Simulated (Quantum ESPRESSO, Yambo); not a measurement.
K₂S₃ (space group Cmc2_1, No. 36). The geometry is that of Materials Project entry mp-7667, symmetrised and not relaxed again. Chain: PBEsol (Quantum ESPRESSO, PseudoDojo norm-conserving, 74 Ry, no spin-orbit coupling); G0W0 in Yambo (2×2×2 Γ-centred k mesh, 283 bands and a 6 Ry block in the screening, 283 bands in G with the Bruneval-Gonze terminator, plasmon pole fitted at 27.2 eV); BSE (4×4×2 mesh, 14 valence and 20 conduction bands, static screening with 137 bands and a 3 Ry block, scissor 1.68 eV, Tamm-Dancoff).

PBEsol gap (dense path): 1.22 eV
PBEsol gap (0, -0.5, 0) → (-0.5, -0.5, 0) on the GW mesh: 1.23 eV
PBEsol smallest direct gap on the GW mesh, at (-0.5, -0.5, 0): 1.30 eV
G0W0 direct gap at that point: 2.98 eV
G0W0 correction to the gap (0, -0.5, 0) → (-0.5, -0.5, 0): 1.71 eV
lowest exciton: no binding energy given (see below)

Rough cost of the Yambo steps against G0W0 for 12 states: BSE within a factor of two.

Nearest settings tried, and what they do to the gap: 110 bands in W, 110 bands in G: +40 meV; 134 bands in W: +19 meV; 5 Ry block (349 vectors against 465): -48 meV. Not varied: mesh. So the settings aren't converged at that level. The k mesh is coarse. The BSE states are vertical excitations (zero momentum). The lowest state covers only about 6 of the 32 k points, so the mesh doesn't resolve it: its energy and its distance from the direct gap are mesh artefacts. An extended exciton needs a far denser mesh. Axes are Cartesian, with cell vectors (Å) (3.64, -5.05, 0.00), (3.64, 5.05, 0.00), (0.00, 0.00, 7.41).
